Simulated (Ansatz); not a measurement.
# Au (hcp): energy against volume

Method: DFT, BLYP, plane waves (420 eV) with PAW, scalar-relativistic in Ansatz 0.2.0. (PAW data from PBE, frozen cores regenerated.)

The cell is scaled uniformly from the relaxed one, with fractional coordinates and shape fixed. Energies are extrapolated to zero smearing, pressures are those at the given smearing. Magnetic state: spin not included.

A Birch-Murnaghan fit gives V₀ = 19.54 Å³/atom, B₀ = 101 GPa, B₀′ = 5.9.

Task: What are the energy above the minimum and the pressure at 20.266 Å³/atom?

Result: 7.9 meV/atom and -3.35 GPa as computed.

Task: What are the energy above the minimum and the pressure at 21.046 Å³/atom?

Result: 31.0 meV/atom and -6.06 GPa as computed.

Task: What are the energy above the minimum and the pressure at 21.825 Å³/atom?

Result: 65.5 meV/atom and -8.06 GPa as computed.
